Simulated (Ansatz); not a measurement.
Relaxed Zn (hcp, Mg type):

```yaml
crystal:
  lattice:
    - [5.29343, 0.00000, 0.00000]
    - [-1.32336, 2.29212, 0.00000]
    - [0.00000, 0.00000, 4.67807]
  atoms:
    - { symbol: Zn, position: [0.16667, 0.66667, 0.75000] }
    - { symbol: Zn, position: [0.66667, 0.66667, 0.75000] }
    - { symbol: Zn, position: [0.33333, 0.33333, 0.25000] }
    - { symbol: Zn, position: [0.83333, 0.33333, 0.25000] }
```

The atoms are displaced by Q × the pattern below (from a DFPT mode at M = (0.5, 0.0, 0.0), largest move 1; Q in Å), at fixed cell. (q is in reciprocal vectors of the primitive cell; the cell shown is doubled to hold the pattern.)

| atom | x | y | z |
|---|---|---|---|
| Zn1 | 0.866 | 0.500 | 0.000 |
| Zn2 | -0.866 | -0.500 | 0.000 |
| Zn3 | 0.866 | 0.500 | 0.000 |
| Zn4 | -0.866 | -0.500 | 0.000 |

Method: r2SCAN (plane waves to 500 eV, PAW, scalar-relativistic; Ansatz, a program for electronic structure). k mesh 10×20×10 (Γ-centred), Fermi-Dirac smearing 0.05 eV. The energy includes the smearing's −TS. With partly filled bands, energies and forces of such displacements shift with the k mesh and the smearing. The PAW data are Ansatz's earlier set. Zn was relaxed with its symmetry unable to fall. ΔE is measured from the undisplaced structure.

```csv
Q (Å),ΔE (meV/cell)
-0.180,787
-0.120,333
-0.060,81
0.000,0
0.060,81
0.120,333
0.180,787
```

### Question
Which DFPT wavenumber at M = (0.5, 0.0, 0.0) belongs to this mode?
A) 72 cm⁻¹
B) 116 cm⁻¹
C) 216 cm⁻¹

### Answer
C, 216 cm⁻¹. The curvature of the scan gives 216 cm⁻¹

(For displaced atoms, the force is minus the slope of the energy, and its curvature is a force constant, which sets phonon frequencies.)
